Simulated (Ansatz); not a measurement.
Below is a relaxed structure of ZnSeBr. The cell was found from a structure generator's guess, not taken from experiment.

The calculation used Ansatz, DFT PBE, scalar-relativistic, plane waves, PAW. Cutoff 420 eV, Γ-centred mesh, Gaussian smearing, no spin polarisation.

```
Zn Se Br
1.0
     8.10953    0.00000    0.00000
     0.00000    5.42359    0.00000
     0.00000    0.00000    5.95986
Zn Se Br
2 2 2
Direct
  0.25000 0.00000 0.20755
  0.75000 0.00000 0.79245
  0.00000 0.00000 0.00000
  0.50000 0.00000 0.00000
  0.00000 0.00000 0.50000
  0.50000 0.00000 0.50000
```

The zero of energy is the elements' standard structures at the same level; no fitted shifts are applied. The references include crystalline Br.

Problem. What space group does it have?

Solution. Pmma (No. 51). Conventional cell: a = 8.110 Å, b = 5.424 Å, c = 5.960 Å. Around Zn lie 2 Se at 2.37 Å and 2 Br at 2.67 Å; Se is surrounded by 2 Zn at 2.37 Å and 2 Br at 2.98 Å; Br has 2 Zn at 2.67 Å and 2 Se at 2.98 Å.

Problem. What is its formation energy per atom?

Solution. −0.03 eV/atom. A negative formation energy is needed for stability but isn't enough: competing phases decide.

Problem. Is it a metal?

Solution. Yes, bands cross the Fermi level on the 6×8×6 mesh.

The last run used a 6×8×6 mesh (in the run's order of axes) for its 6-atom cell and Gaussian smearing of 0.10 eV. For metals, differences of a few meV/atom aren't resolved. Weakly bound directions are ill-defined at this level, which has no dispersion term. The reference forms of Br and Se are held partly by dispersion forces, which this level lacks. Symmetry constrained the relaxation, so the result can be a saddle point.
